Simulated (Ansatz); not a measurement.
**Two states of FeCuSO**

```
Cu S Fe O
1.0
     3.87908    0.00000    0.00000
     0.00000    3.87908    0.00000
     0.00000    0.00000    8.77433
Cu S Fe O
2 2 2 2
Direct
  0.75000 0.25000 0.50000
  0.25000 0.75000 0.50000
  0.25000 0.25000 0.34420
  0.75000 0.75000 0.65580
  0.25000 0.75000 0.00000
  0.75000 0.25000 0.00000
  0.25000 0.25000 0.92560
  0.75000 0.75000 0.07440
```

The numbers come from plane-wave PAW DFT (Ansatz): PBE, with U_eff = 6.28 eV on Cu d (all-electron-ortho-atomic projectors), 420 eV, 6×6×3 Γ-centred k points, fermi-dirac occupations (width 0.1 eV). Nothing was relaxed.

State A: Fe5 up, Fe6 up, O7 up, O8 up (collinear spin). State B: Fe5 up, Fe6 down (collinear spin).

Q: Which state is lower, and how do they differ?

A: State A is lower by 33.3 meV an atom at zero smearing; in free energy at this smearing B lies +29.6 meV an atom from A.

```json
{"state": "A", "free energy (meV/atom)": "0.0", "largest moment in a small sphere (μB)": "3.45", "net moment (μB/cell)": "8.75", "gap on mesh (eV)": "metal", "pressure (GPa)": "-4.4", "largest force (eV/Å)": "0.68"}
{"state": "B", "free energy (meV/atom)": "29.6", "largest moment in a small sphere (μB)": "3.26", "net moment (μB/cell)": "0.00", "gap on mesh (eV)": "metal", "pressure (GPa)": "-5.0", "largest force (eV/Å)": "0.69"}
```

Origin: a database entry at a rescaled volume. Caveats: another magnetic order, which this cell may not hold, can open a gap.
